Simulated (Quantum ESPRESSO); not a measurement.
# NbCuTa4AlMo: a guest atom moved from site to site

Simulated, not a measurement. The program is pw.x of Quantum ESPRESSO 7.5 (plane-wave density functional theory). The cell is made up: eight metal atoms on a face-centred cubic lattice, with elements, volume, strain and displacements drawn at random and not relaxed, so it may be unstable or far from any real phase. PseudoDojo standard norm-conserving files set the functional (PBE unless stated); there is no spin polarisation or spin-orbit coupling, the Fermi-Dirac width of 0.25 eV means electrons at about 2900 K, and the masses in the input are unused placeholders. The copper pseudopotential is less sure than most, with forces differing by about three percent and pressure by about two GPa from a second method on plain copper. Heavy elements are run without spin-orbit coupling, which real alloys of them have. A spin test at this wide smearing found no moment, but such smearing suppresses magnetism that the real alloy may have.

The runs move one Cu atom among sites that otherwise hold Ta. Cell, positions, cutoff, mesh and smearing stay as in the input of run 1; sites are counted in its order. Stress in the tables is positive in tension.

Input of run 1:

```
&control calculation='scf', pseudo_dir='./dojo.nc.sr.pbe.v0_5.standard.upf', outdir='./o', disk_io='minimal', tprnfor=.true., tstress=.true. /
&system ibrav=0, nat=8, ntyp=5, nbnd=67, ecutwfc=92.02030273, nosym=.true., tot_charge=0,
 occupations='smearing', smearing='fd', degauss=0.0183746611
/
&electrons conv_thr=1.470e-08, electron_maxstep=70, mixing_beta=0.5 /
ATOMIC_SPECIES
Al 1.0 Al.upf
Cu 1.0 Cu.upf
Mo 1.0 Mo.upf
Nb 1.0 Nb.upf
Ta 1.0 Ta.upf
CELL_PARAMETERS angstrom
0.0 -2.0546 -2.0546
-6.1638 -2.0546 0.0
-2.0546 4.1091 -6.1638
ATOMIC_POSITIONS angstrom
Nb -0.0256 0.028 0.0295
Cu -2.0318 2.0387 -4.0855
Ta -2.0693 -0.0185 -2.0729
Ta -4.1476 2.0661 -6.141
Al -4.1089 0.0431 -4.1216
Ta -4.1355 -2.0188 -2.1418
Mo -6.1274 -0.0199 -6.1477
Ta -6.1548 -2.0289 -4.1254
K_POINTS automatic
8 4 3 1 1 1
```

| run | elements on sites 1 to 8 | free energy less that of run 1 (eV) | -TS (eV) | pressure (GPa) | stress xx (GPa) | stress yy (GPa) | stress zz (GPa) | stress yz (GPa) | stress xz (GPa) | stress xy (GPa) | iterations |
| --- | --- | --- | --- | --- | --- | --- | --- | --- | --- | --- | --- |
| 1 | Nb Cu Ta Ta Al Ta Mo Ta | 0.000 | -1.654 | 1.21 | 0.82 | -1.80 | -2.64 | 1.40 | -0.53 | 0.27 | 22 |
| 2 | Nb Ta Cu Ta Al Ta Mo Ta | -0.221 | -1.635 | 0.03 | 0.05 | -0.24 | 0.09 | -0.26 | -0.13 | 0.47 | 21 |
| 3 | Nb Ta Ta Cu Al Ta Mo Ta | -0.080 | -1.621 | 0.59 | -3.38 | 0.86 | 0.77 | -0.70 | 1.25 | -1.04 | 23 |
| 4 | Nb Ta Ta Ta Al Cu Mo Ta | -0.345 | -1.595 | 0.03 | -2.88 | 1.39 | 1.40 | -0.32 | 0.17 | -0.52 | 22 |
| 5 | Nb Ta Ta Ta Al Ta Mo Cu | -0.143 | -1.658 | 0.15 | 2.92 | -1.77 | -1.60 | 2.11 | -1.12 | 0.98 | 23 |

Forces Fx Fy Fz (eV/Å):

| site | run 1 | run 2 | run 3 | run 4 | run 5 |
| --- | --- | --- | --- | --- | --- |
| 1 | 0.62 -0.89 0.80 | -0.65 0.29 -0.38 | -0.57 -0.90 0.77 | 1.72 0.25 -0.37 | 0.99 0.13 -0.32 |
| 2 | -0.12 0.07 -0.05 | -0.49 0.03 0.03 | -1.38 0.70 -0.62 | -1.04 0.00 0.04 | 0.44 -0.06 0.08 |
| 3 | -0.71 0.84 -0.78 | -0.13 0.18 -0.12 | -0.88 0.23 -0.14 | -1.35 -0.06 0.11 | 0.23 0.85 -0.77 |
| 4 | 0.62 -0.58 0.63 | -0.30 -0.10 0.00 | -0.02 -0.13 0.06 | -1.28 0.15 -0.18 | -0.51 -0.57 0.58 |
| 5 | 0.09 0.13 -0.27 | 0.10 -0.14 0.07 | -0.16 0.16 -0.31 | -0.14 -0.11 -0.06 | -0.42 -0.14 0.03 |
| 6 | 0.21 -0.18 0.40 | 1.06 0.03 0.18 | 1.25 -0.97 1.19 | 0.09 0.01 0.19 | -1.06 -0.05 0.25 |
| 7 | -0.38 -0.22 0.32 | 0.61 -0.17 0.24 | 0.70 0.39 -0.26 | 0.49 0.08 0.02 | 0.35 -0.16 0.24 |
| 8 | -0.33 0.83 -1.04 | -0.20 -0.13 -0.03 | 1.06 0.52 -0.69 | 1.52 -0.31 0.24 | -0.03 0.00 -0.09 |

The sites are displaced and not relaxed, so the energy differences mix bonding between neighbours with strain and are not ordering energies. A rerun of one cell of this series at a higher cutoff and on a denser mesh moved values by no more than 0.003 eV in energy, 0.07 GPa in stress and 0.008 eV/Å in force, and a second program with other atomic files agreed on that cell to 2 % rms in force and 0.5 GPa in pressure.